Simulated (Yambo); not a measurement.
Yambo run on MgLa$_{2}$NiO$_{6}$ (space group R-3, No. 148). The wavefunctions come from this Quantum ESPRESSO step (PBEsol, PseudoDojo standard norm-conserving files, scalar-relativistic):

```
&CONTROL
  calculation = 'nscf'
  pseudo_dir = './pseudo'
  outdir = './out'
/
&SYSTEM
  ibrav = 0
  nat = 10
  ntyp = 4
  ecutwfc = 110.0
  ecutrho = 440.0
  occupations = 'fixed'
  force_symmorphic = .true.
  nbnd = 190
/
&ELECTRONS
  conv_thr = 1e-08
  diago_full_acc = .true.
  diago_thr_init = 1e-08
/
ATOMIC_SPECIES
O 15.9990 O.upf
Mg 24.3050 Mg.upf
Ni 58.6934 Ni.upf
La 138.9055 La.upf
CELL_PARAMETERS angstrom
  2.763050003000   1.595247663000   4.390130000000
 -2.763050003000   1.595247663000   4.390130000000
  0.000000000000  -3.190495327000   4.390130000000
ATOMIC_POSITIONS crystal
O   0.764390000000   0.301077000000   0.178910000000
O   0.235610000000   0.698923000000   0.821090000000
O   0.178910000000   0.764390000000   0.301077000000
O   0.821090000000   0.235610000000   0.698923000000
O   0.301077000000   0.178910000000   0.764390000000
O   0.698923000000   0.821090000000   0.235610000000
Mg   0.500000000000   0.500000000000   0.500000000000
Ni   0.000000000000   0.000000000000   0.000000000000
La   0.751502000000   0.751502000000   0.751502000000
La   0.248498000000   0.248498000000   0.248498000000
K_POINTS automatic
2 2 2 0 0 0
```

Yambo input:

```
rim_cut
gw0
dyson
el_el_corr
HF_and_locXC
ppa
em1d
RandQpts= 1000000
RandGvec= 1 Ry
EXXRLvcs= 110 Ry
VXCRLvcs= 440 Ry
Chimod= "HARTREE"
% BndsRnXp
 6 | 189 |
%
NGsBlkXp= 7 Ry
% LongDrXp
 1.0 | 1.0 | 1.0 |
%
PPAPntXp= 27.2114 eV
% GbndRnge
 1 | 189 |
%
GTermKind= "BG"
DysSolver= "n"
ExtendOut
% QPkrange
 1 | 1 | 43 | 44 |
 2 | 2 | 43 | 44 |
 3 | 3 | 43 | 44 |
 4 | 4 | 43 | 44 |
%
```

k points by index: 1 = Γ, 2 = L, 3 = F, 4 = Z.

Resulting energies as the program prints them:

```
#    K-point    Band    Eo [eV]    E [eV]    E-Eo [eV]    Vxc [eV]    Vnlxc [eV]    Sc|Eo [eV]    Sc|E [eV]    dSc/dw|Eo [eV]    Re(Z)    Im(Z)
#
    1    43    -0.139693    -0.285719    -0.146026    -20.04563    -24.68998    4.453549    4.498323    -8.336681    0.765479    -0.001390
    1    44    1.892069    2.955084    1.063015    -26.60684    -22.19303    -2.971201    -3.350791    -9.715683    0.736890    -0.001974
    2    43    -0.117407    -0.277632    -0.160225    -25.79424    -32.73739    6.725827    6.782923    -9.685594    0.737493    -0.001642
    2    44    1.602929    2.639721    1.036792    -26.35001    -22.21444    -2.736711    -3.098772    -9.501602    0.741188    -0.001762
    3    43    0.000000    -0.144533    -0.144533    -25.82545    -32.75183    6.730515    6.781847    -9.651959    0.738166    -0.001630
    3    44    1.127283    2.102816    0.975533    -26.30770    -22.55334    -2.442668    -2.778830    -9.376112    0.743731    -0.001577
    4    43    -0.202391    -0.353353    -0.150962    -25.80703    -32.74912    6.737081    6.791129    -9.730093    0.736604    -0.001675
    4    44    1.520096    2.544537    1.024440    -26.30706    -22.05260    -2.873676    -3.230018    -9.464273    0.741943    -0.001727
```
(The two width columns are left out.) Convergence of these settings isn't established.

Geometry of the Materials Project entry, not relaxed at this level.

The structure is a Materials Project entry; no match was found in the copy of COD used, and its stability was not checked.

The runs are not spin-polarised; magnetic order was not tried.
